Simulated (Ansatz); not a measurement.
Al4Co3Ni (Im-3m) at 2 levels of theory

One geometry, relaxed with PBE; plane waves with PAW potentials in Ansatz, scalar-relativistic. Collinear spin, ending at 1.0 μB a primitive cell. Gaps are the least over mesh and band path; pressure is positive in compression.

```yaml
crystal:
  lattice:
    - [-2.86544, 2.86544, 2.86544]
    - [2.86544, -2.86544, 2.86544]
    - [2.86544, 2.86544, -2.86544]
  atoms:
    - { symbol: Al, position: [0.00000, 0.50000, 0.00000] }
    - { symbol: Al, position: [0.50000, 0.00000, 0.00000] }
    - { symbol: Al, position: [0.50000, 0.50000, 0.50000] }
    - { symbol: Al, position: [0.00000, 0.00000, 0.50000] }
    - { symbol: Ni, position: [0.00000, 0.00000, 0.00000] }
    - { symbol: Co, position: [0.50000, 0.00000, 0.50000] }
    - { symbol: Co, position: [0.00000, 0.50000, 0.50000] }
    - { symbol: Co, position: [0.50000, 0.50000, 0.00000] }
```

```csv
level,cutoff (eV),k mesh,gap (eV),pressure (GPa),largest moment (μB)
PBE,420,10×10×10,0,0.0,0.32
```

Problem. What comes out on the same cell with r2SCAN?

Solution.
| level | cutoff (eV) | k mesh | gap (eV) | pressure (GPa) | largest moment (μB) |
| --- | --- | --- | --- | --- | --- |
| r2SCAN | 500 | 10×10×10 | 0 | -3.8 | 0.70 |

The state reached may not be the lowest one.

The structure comes from a generated guess; another structure or a mixture of phases may lie lower.
